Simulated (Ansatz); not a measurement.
**ZnS: Electric field gradients**

The cell is an entry of the Crystallography Open Database (COD), ions relaxed with PBE at fixed cell.

```cif
data_ZnS
_symmetry_space_group_name_H-M 'P6_3mc'
_symmetry_Int_Tables_number 186
_cell_length_a 3.8120
_cell_length_b 3.8120
_cell_length_c 18.6900
_cell_angle_alpha 90.000
_cell_angle_beta 90.000
_cell_angle_gamma 120.000
loop_
_atom_site_label
_atom_site_type_symbol
_atom_site_symmetry_multiplicity
_atom_site_Wyckoff_symbol
_atom_site_fract_x
_atom_site_fract_y
_atom_site_fract_z
Zn1 Zn 2 a 0.0000 0.0000 0.0000
Zn3 Zn 2 b 0.3333 0.6667 0.1667
Zn5 Zn 2 b 0.6667 0.3333 0.3333
S7 S 2 a 0.0000 0.0000 0.1251
S9 S 2 b 0.3333 0.6667 0.2917
S11 S 2 b 0.6667 0.3333 0.4582
```

One atom of each set is listed.

Method: Kohn–Sham DFT in Ansatz, PBE, plane waves and PAW (field gradients read without the response of the frozen cores, which leaves them typically 4 to 6 % off), scalar-relativistic, 420 eV cutoff, Γ-centred 8×8×2 k-points, Fermi–Dirac smearing 0.02 eV.

C_Q = eQV_zz/h, which is 24.18 MHz for Q = 1 b and V_zz = 10²¹ V/m²; η = (V_xx − V_yy)/V_zz.

⁶⁷Zn: I = 5/2, Q = 122.0 mb; ³³S: I = 3/2, Q = -69.40 mb. Nuclear quadrupole moments: year-2017 set (Pyykkö).

Question: Give the quadrupolar parameters of the distinct sites.

Answer: 

| site | atoms | first shell | V_zz (10²¹ V/m²) | η | C_Q (MHz) |
| --- | --- | --- | --- | --- | --- |
| Zn1 | 2 | 4 S at 2.34 Å | -0.067 | 0.00 | -0.197 |
| Zn3 | 2 | 4 S at 2.33 Å | 0.074 | 0.00 | 0.217 |
| Zn5 | 2 | 4 S at 2.33–2.34 Å | 0.049 | 0.00 | 0.145 |
| S7 | 2 | 4 Zn at 2.33–2.34 Å | 0.16 | 0.00 | -0.266 |
| S9 | 2 | 4 Zn at 2.33 Å | 0.006 | 0.00 | -0.011 |
| S11 | 2 | 4 Zn at 2.34 Å | 0.073 | 0.00 | -0.123 |

An axis of threefold or higher order runs through Zn1, Zn3, Zn5, S7, S9 and S11, so V_zz lies along it and η is zero.

The run took 28 s of wall time (28 s of CPU time) and 0.59 GiB at its peak, on 1 thread of Intel Xeon Platinum 8375C CPU @ 2.90GHz (Ice Lake) (x86_64; 44 cores open to the job, memory cap 2.5 GiB, no GPU), a shared host with a load of 0.4 a core.
